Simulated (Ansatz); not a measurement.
ScCo₃B₂ (P6/mmm): electronic heat capacity from the density of states

Computed with DFT r2SCAN, scalar-relativistic, plane waves, PAW (Ansatz).

Plane waves to 500 eV, a k mesh through Γ of 9×9×12 on the computed 6-atom cell and Gaussian smearing (0.10 eV); collinear spin from starting moments 0 0.43 0.43 0.43 0 0 μB.

Relaxed cell: P6/mmm, a = 4.917 Å, b = 4.917 Å, c = 2.886 Å, α = 90.00°, β = 90.00°, γ = 120.00°, 6 atoms in the primitive cell. Whether it is the stable form of this composition wasn't checked.

The density of states at the Fermi level is 1.741 states/eV in the cell of 6 atoms (1 formula unit; both spins, tetrahedra on a 14×14×18 mesh). The run ends with a moment of 0.93 μB a cell (largest on a site 0.39 μB), and the figure is for this state; a paramagnetic sample can have a quite different one. Another magnetic order, if the compound takes it, can change N(E_F) and the shape of the cell a good deal.

Task: What Sommerfeld coefficient does this give?

Result: Per formula unit N(E_F) = 1.741 states/eV. γ = (π²/3) k_B² N(E_F) N_A = 2.357 mJ/(mol K²) per state/eV, so γ = 4.1 mJ/(mol K²), a mole of formula units. This is the bare band result: a measured γ of the same phase and magnetic order is as a rule larger by a factor 1 + λ from phonons and spin fluctuations. N(E_F) at one energy is sensitive to the mesh where the density of states has sharp peaks.

The state reached may not be the lowest one. The run saw a state lower than the one given here.

Only this magnetic start was tried.